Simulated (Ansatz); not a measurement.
SnSe2 (P-3m1)

Level of theory: DFT PBE+D3(BJ), scalar-relativistic, plane waves, PAW (Ansatz 0.2.0).

Plane waves to 420 eV, a k mesh through Γ of 12×12×6 on the computed 3-atom cell and Gaussian smearing (0.02 eV); no spin polarisation.

The structure is relaxed at this level of theory with its symmetry kept.

```
Sn Se
1.0
     3.83882    0.00000    0.00000
    -1.91941    3.32451    0.00000
     0.00000    0.00000    6.01099
Sn Se
1 2
Direct
  0.00000 0.00000 0.00000
  0.33333 0.66667 0.26511
  0.66667 0.33333 0.73489
```

```
Space group                                                                                                                                 : P-3m1 (No. 164)
Volume per atom                                                                                                                             : 25.57 Å³
Kohn–Sham band gap                                                                                                                          : 0.34 eV, indirect from (-0.076, 0.148, 0.000) to (0.000, 0.435, 0.339)
Löwdin character of the top 1 eV of the valence band                                                                                        : Se 4p 94 %
Löwdin character of the lowest 1 eV of the conduction band                                                                                  : Se 4p 61 %, Sn 5s 31 %, unprojected 4 %
Electron masses at the edge by Cartesian direction of the standard setting (m_e; degenerate bands sorted by energy; no spin-orbit coupling) : x: 0.18; y: 0.63; z: 0.23
Hole masses at the edge by Cartesian direction of the standard setting (m_e; degenerate bands sorted by energy; no spin-orbit coupling)     : x: 0.81; y: 0.96; z: 0.31
Electronic dielectric constant xx, yy, zz of the standard setting (independent particles)                                                   : 13.9, 13.9, 15.3
Bader charges (e)                                                                                                                           : Sn (1 in the cell) 1.23, Se (2 in the cell) -0.61
```